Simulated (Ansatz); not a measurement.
Task: V2O3 (corundum, space group No. 167) is relaxed with DFT-PBEsol in the program Ansatz with PAW potentials. What lattice parameters of the conventional cell result?

Result: a = 4.775 Å, c = 14.235 Å.

Task: Give the free coordinates with the occupied sites.

Result: In one choice of origin and axes:

```
atom  site  symmetry       x       y       z
----  ----  --------  ------  ------  ------
V      12c        3.  0.0000  0.0000  0.1603
O      18e        .2  0.3257  0.3257  0.7500
```

Task: Is it a metal or does it have a gap at this level?

Result: No gap at this level.

Space group R-3c (corundum). The cell was relaxed with PBEsol under the symmetry of its start. Spin order of the final state: ferromagnetic, chosen from 5 collinear starts compared on coarse meshes (ties went to the first, and starts can fall back to one state), not a proven ground state. No Hubbard U is applied. The compound may be a true metal, but semilocal functionals without U, or a wrong spin order, can also close a gap.

Potentials: the earlier of the program's two PAW sets.
